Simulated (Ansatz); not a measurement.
Given:

MgH2:
```xyz
6
Lattice="4.4775 0.0000 0.0000 0.0000 4.4775 0.0000 0.0000 0.0000 3.0076" Properties=species:S:1:pos:R:3 pbc="T T T"
Mg     0.0000     0.0000     0.0000
Mg     2.2387     2.2387     1.5038
H      1.3630     1.3630     0.0000
H      0.8757     3.6018     1.5038
H      3.1144     3.1144     0.0000
H      3.6018     0.8757     1.5038
```

This is the PBEsol-relaxed structure.

Problem. All from PBEsol (plane waves, PAW; program Ansatz), unless another level is named. Estimate the electronic dielectric constant ε∞ (DFPT).

Solution. 4.16 (xx = yy), 4.21 (zz).

Problem. Next, the static dielectric constant ε0 (ions relaxed, cell fixed)?

Solution. 11.9 (xx = yy), 8.51 (zz).

Problem. Give the Born charges (a third of the trace).

Solution. Mg +1.88, H -0.94 e.

Space group P4_2/mnm (rutile). Symmetry was held in the PBEsol relaxation; of distortions, only those at the zone centre were tested.

Potentials: the later of the program's two PAW sets.
